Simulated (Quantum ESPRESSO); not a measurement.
# Al4Ir2AuNb: one run as intended and one with a planted mistake

Computed values, not a measurement. The program is pw.x of Quantum ESPRESSO 7.5 (plane-wave density functional theory). The cell is made up: eight metal atoms on a hexagonal close-packed lattice, with elements, volume, strain and displacements drawn at random and not relaxed, so it may be unstable or far from any real phase. PseudoDojo standard norm-conserving files set the functional (PBE unless stated); there is no spin polarisation or spin-orbit coupling, the Fermi-Dirac width of 0.25 eV means electrons at about 2900 K, and the masses in the input are unused placeholders. Heavy elements are run without spin-orbit coupling, which real alloys of them have. A spin test at this wide smearing found no moment, but such smearing suppresses magnetism that the real alloy may have.

Intended input:

```
&control calculation='scf', pseudo_dir='./dojo.nc.sr.pbe.v0_5.standard.upf', outdir='./o', disk_io='minimal', tprnfor=.true., tstress=.true. /
&system ibrav=0, nat=8, ntyp=4, nbnd=51, ecutwfc=82.02448710, nosym=.true., tot_charge=0,
 occupations='smearing', smearing='fd', degauss=0.0183746611
/
&electrons conv_thr=1.470e-08, electron_maxstep=70, mixing_beta=0.5 /
ATOMIC_SPECIES
Al 1.0 Al.upf
Au 1.0 Au.upf
Ir 1.0 Ir.upf
Nb 1.0 Nb.upf
CELL_PARAMETERS angstrom
-2.8705 0.0211 0.0347
0.0203 5.0671 -4.6622
0.0935 -5.0583 -4.6529
ATOMIC_POSITIONS angstrom
Al -0.0068 -0.032 -0.0393
Ir 0.0535 1.7322 -2.301
Al 0.0813 -0.002 -4.6524
Al 0.1107 1.7476 -6.9981
Al -1.3706 -0.8477 -2.3296
Au -1.3173 -2.5167 -4.6306
Nb -1.2802 -0.8251 -6.9518
Ir -1.4149 2.5992 -4.645
K_POINTS automatic
8 4 4 1 1 1
```

The log is shortened where brackets say so; the opening notice, blank lines, dates and the lines on written files are dropped, and the path of the files is cut. It prints rydbergs, bohrs and kilobars, and counts compression as positive stress. Its total energy is the free energy E - TS of the whole cell.

Log of the intended run:

```
     Program PWSCF v.7.5
     Parallel version (MPI & OpenMP), running on       4 processor cores
     Number of MPI processes:                 4
     Threads/MPI process:                     1
     [start-up lines left out]
     bravais-lattice index     =            0
     lattice parameter (alat)  =       5.4250  a.u.
     unit-cell volume          =     913.3478 (a.u.)^3
     number of atoms/cell      =            8
     number of atomic types    =            4
     number of electrons       =        78.00
     number of Kohn-Sham states=           51
     kinetic-energy cutoff     =      82.0245  Ry
     charge density cutoff     =     328.0979  Ry
     scf convergence threshold =      1.5E-08
     mixing beta               =       0.5000
     number of iterations used =            8  plain     mixing
     Exchange-correlation= PBE
                           (   1   4   3   4   0   0   0)
     [axes and pseudopotential details left out]
   Cartesian axes
     site n.     atom                  positions (alat units)
         1        Al     tau(   1) = (  -0.0023687  -0.0111468  -0.0136896  )
         2        Ir     tau(   2) = (   0.0186360   0.6033885  -0.8015223  )
         3        Al     tau(   3) = (   0.0283198  -0.0006967  -1.6206007  )
         4        Al     tau(   4) = (   0.0385609   0.6087529  -2.4376937  )
         5        Al     tau(   5) = (  -0.4774300  -0.2952849  -0.8114847  )
         6        Au     tau(   6) = (  -0.4588637  -0.8766585  -1.6130070  )
         7        Nb     tau(   7) = (  -0.4459404  -0.2874124  -2.4215657  )
         8        Ir     tau(   8) = (  -0.4928613   0.9053962  -1.6180231  )
     number of k points=    64  Fermi-Dirac smearing, width (Ry)=  0.0184
                       cart. coord. in units 2pi/alat
        k(    1) = (  -0.0634509  -0.0005302  -0.0778223), wk =   0.0312500
        k(    2) = (  -0.0649049  -0.0714924  -0.1549537), wk =   0.0312500
     [further k points left out]
     Dense  grid:    91695 G-vectors     FFT dimensions: (  32,  75,  75)
     Estimated max dynamical RAM per process >     292.00 MB
     Estimated total dynamical RAM >       1.08 GB
     Initial potential from superposition of free atoms
     starting charge      77.9875, renormalised to      78.0000
     Starting wfcs are   56 randomized atomic wfcs
     total cpu time spent up to now is        4.1 secs
     per-process dynamical memory:   227.9 Mb
     Self-consistent Calculation
     iteration #  1     ecut=    82.02 Ry     beta= 0.50
     Davidson diagonalization with overlap
     ethr =  1.00E-02,  avg # of iterations =  4.7
     total cpu time spent up to now is       14.5 secs
     total energy              =    -899.10688076 Ry
     estimated scf accuracy    <       2.09164197 Ry
     iteration #  2     ecut=    82.02 Ry     beta= 0.50
     Davidson diagonalization with overlap
     ethr =  2.68E-03,  avg # of iterations =  3.0
     total cpu time spent up to now is       24.5 secs
     total energy              =    -897.46702855 Ry
     estimated scf accuracy    <      33.80280854 Ry
     [iterations 3 to 15 left out]
     iteration # 16     ecut=    82.02 Ry     beta= 0.50
     Davidson diagonalization with overlap
     ethr =  2.48E-11,  avg # of iterations =  2.0
     total cpu time spent up to now is      143.5 secs
     total energy              =    -900.32297437 Ry
     estimated scf accuracy    <       0.00000002 Ry
     iteration # 17     ecut=    82.02 Ry     beta= 0.50
     Davidson diagonalization with overlap
     ethr =  2.22E-11,  avg # of iterations =  1.5
     total cpu time spent up to now is      150.8 secs
     End of self-consistent calculation
     [lines on levels left out]
!    total energy              =    -900.32297436 Ry
     estimated scf accuracy    <          9.9E-09 Ry
     smearing contrib. (-TS)   =      -0.06894489 Ry
     internal energy E=F+TS    =    -900.25402948 Ry
     The total energy is F=E-TS. E is the sum of the following terms:
     one-electron contribution =    -477.90006502 Ry
     hartree contribution      =     270.29476464 Ry
     xc contribution           =    -174.04062099 Ry
     ewald contribution        =    -518.60810811 Ry
     convergence has been achieved in  17 iterations
     Forces acting on atoms (cartesian axes, Ry/au):
     atom    1 type  1   force =     0.00481206   -0.01133324   -0.00085191
     atom    2 type  3   force =    -0.00417855   -0.04794377   -0.04517538
     atom    3 type  1   force =     0.00509636    0.05087896    0.01188162
     atom    4 type  1   force =     0.00122635   -0.01651072    0.02834778
     atom    5 type  1   force =    -0.00041574    0.02866912    0.01373558
     atom    6 type  2   force =     0.00261695   -0.00230307    0.03839748
     atom    7 type  4   force =    -0.01293497   -0.01235863   -0.02454013
     atom    8 type  3   force =     0.00377753    0.01090134   -0.02179504
     Total force =     0.111222     Total SCF correction =     0.000475
     Computing stress (Cartesian axis) and pressure
          total   stress  (Ry/bohr**3)                   (kbar)     P=     -107.45
  -0.00026749   0.00004518   0.00006941          -39.35        6.65       10.21
   0.00004518  -0.00118658   0.00002578            6.65     -174.55        3.79
   0.00006941   0.00002578  -0.00073725           10.21        3.79     -108.45
     init_run     :      3.85s CPU      4.00s WALL (       1 calls)
     electrons    :    146.30s CPU    146.67s WALL (       1 calls)
     forces       :      1.72s CPU      1.73s WALL (       1 calls)
     stress       :      6.15s CPU      6.15s WALL (       1 calls)
     [timing details left out]
     PWSCF        :   2m38.10s CPU   2m38.66s WALL
     JOB DONE.
```

A second run has one planted mistake: the files are those of another functional. The input lines that differ:

```
- &control calculation='scf', pseudo_dir='./dojo.nc.sr.pbe.v0_5.standard.upf', outdir='./o', disk_io='minimal', tprnfor=.true., tstress=.true. /
+ &control calculation='scf', pseudo_dir='./dojo.nc.sr.lda.v0_4_1.standard.upf', outdir='./o', disk_io='minimal', tprnfor=.true., tstress=.true. /
```

Its log:

```
     Program PWSCF v.7.5
     Parallel version (MPI & OpenMP), running on       4 processor cores
     Number of MPI processes:                 4
     Threads/MPI process:                     1
     [start-up lines left out]
     bravais-lattice index     =            0
     lattice parameter (alat)  =       5.4250  a.u.
     unit-cell volume          =     913.3478 (a.u.)^3
     number of atoms/cell      =            8
     number of atomic types    =            4
     number of electrons       =        78.00
     number of Kohn-Sham states=           51
     kinetic-energy cutoff     =      82.0245  Ry
     charge density cutoff     =     328.0979  Ry
     scf convergence threshold =      1.5E-08
     mixing beta               =       0.5000
     number of iterations used =            8  plain     mixing
     Exchange-correlation= SLA  PW   NOGX NOGC
                           (   1   4   0   0   0   0   0)
     [axes and pseudopotential details left out]
   Cartesian axes
     site n.     atom                  positions (alat units)
         1        Al     tau(   1) = (  -0.0023687  -0.0111468  -0.0136896  )
         2        Ir     tau(   2) = (   0.0186360   0.6033885  -0.8015223  )
         3        Al     tau(   3) = (   0.0283198  -0.0006967  -1.6206007  )
         4        Al     tau(   4) = (   0.0385609   0.6087529  -2.4376937  )
         5        Al     tau(   5) = (  -0.4774300  -0.2952849  -0.8114847  )
         6        Au     tau(   6) = (  -0.4588637  -0.8766585  -1.6130070  )
         7        Nb     tau(   7) = (  -0.4459404  -0.2874124  -2.4215657  )
         8        Ir     tau(   8) = (  -0.4928613   0.9053962  -1.6180231  )
     number of k points=    64  Fermi-Dirac smearing, width (Ry)=  0.0184
                       cart. coord. in units 2pi/alat
        k(    1) = (  -0.0634509  -0.0005302  -0.0778223), wk =   0.0312500
        k(    2) = (  -0.0649049  -0.0714924  -0.1549537), wk =   0.0312500
     [further k points left out]
     Dense  grid:    91695 G-vectors     FFT dimensions: (  32,  75,  75)
     Estimated max dynamical RAM per process >     292.00 MB
     Estimated total dynamical RAM >       1.08 GB
     Initial potential from superposition of free atoms
     starting charge      77.9891, renormalised to      78.0000
     Starting wfcs are   56 randomized atomic wfcs
     total cpu time spent up to now is        4.1 secs
     per-process dynamical memory:   227.9 Mb
     Self-consistent Calculation
     iteration #  1     ecut=    82.02 Ry     beta= 0.50
     Davidson diagonalization with overlap
     ethr =  1.00E-02,  avg # of iterations =  4.3
     total cpu time spent up to now is       14.4 secs
     total energy              =    -897.49000969 Ry
     estimated scf accuracy    <       2.05796905 Ry
     iteration #  2     ecut=    82.02 Ry     beta= 0.50
     Davidson diagonalization with overlap
     ethr =  2.64E-03,  avg # of iterations =  3.0
     total cpu time spent up to now is       24.6 secs
     total energy              =    -895.82757456 Ry
     estimated scf accuracy    <      33.90157805 Ry
     [iterations 3 to 13 left out]
     iteration # 14     ecut=    82.02 Ry     beta= 0.50
     Davidson diagonalization with overlap
     ethr =  1.91E-09,  avg # of iterations =  1.0
     total cpu time spent up to now is      125.5 secs
     total energy              =    -898.68369547 Ry
     estimated scf accuracy    <       0.00000003 Ry
     iteration # 15     ecut=    82.02 Ry     beta= 0.50
     Davidson diagonalization with overlap
     ethr =  3.52E-11,  avg # of iterations =  2.4
     total cpu time spent up to now is      134.2 secs
     End of self-consistent calculation
     [lines on levels left out]
!    total energy              =    -898.68369547 Ry
     estimated scf accuracy    <       0.00000001 Ry
     smearing contrib. (-TS)   =      -0.06941562 Ry
     internal energy E=F+TS    =    -898.61427985 Ry
     The total energy is F=E-TS. E is the sum of the following terms:
     one-electron contribution =    -480.78119707 Ry
     hartree contribution      =     270.81245334 Ry
     xc contribution           =    -170.03742800 Ry
     ewald contribution        =    -518.60810811 Ry
     convergence has been achieved in  15 iterations
     Forces acting on atoms (cartesian axes, Ry/au):
     atom    1 type  1   force =     0.00443959   -0.01235979    0.00076804
     atom    2 type  3   force =    -0.00359704   -0.03529797   -0.04264280
     atom    3 type  1   force =     0.00471090    0.04909198    0.00918462
     atom    4 type  1   force =     0.00136774   -0.01597707    0.02732267
     atom    5 type  1   force =    -0.00027289    0.02837101    0.01352970
     atom    6 type  2   force =     0.00247645   -0.00175289    0.02876535
     atom    7 type  4   force =    -0.01232542   -0.02495976   -0.02392941
     atom    8 type  3   force =     0.00320066    0.01288449   -0.01299818
     Total force =     0.101430     Total SCF correction =     0.000540
     Computing stress (Cartesian axis) and pressure
          total   stress  (Ry/bohr**3)                   (kbar)     P=     -181.91
  -0.00078892   0.00003723   0.00006204         -116.05        5.48        9.13
   0.00003723  -0.00165994   0.00002505            5.48     -244.19        3.68
   0.00006204   0.00002505  -0.00126087            9.13        3.68     -185.48
     init_run     :      3.80s CPU      3.97s WALL (       1 calls)
     electrons    :    129.85s CPU    130.17s WALL (       1 calls)
     forces       :      1.74s CPU      1.75s WALL (       1 calls)
     stress       :      6.22s CPU      6.22s WALL (       1 calls)
     [timing details left out]
     PWSCF        :   2m21.69s CPU   2m22.22s WALL
     JOB DONE.
```

|  | intended run | run with the mistake |
| --- | --- | --- |
| free energy (eV) | -12249.518 | -12227.215 |
| entropy term -TS, part of it (eV) | -0.938 | -0.944 |
| pressure (GPa) | -10.75 | -18.19 |
| size of the largest force component (eV/Å) | 1.308 | 1.262 |
| largest change of a force component (eV/Å) |  | 0.325 |
| iterations | 17 | 15 |

For scale, a rerun of the intended cell at a higher cutoff and on a denser mesh moved values by no more than 0.009 eV in energy, 0.15 GPa in stress and 0.009 eV/Å in force, and a second program with other atomic files agreed on that cell to 2 % rms in force and 0.5 GPa in pressure. Files of another functional or element have another zero of energy, so the energy change says nothing on stability.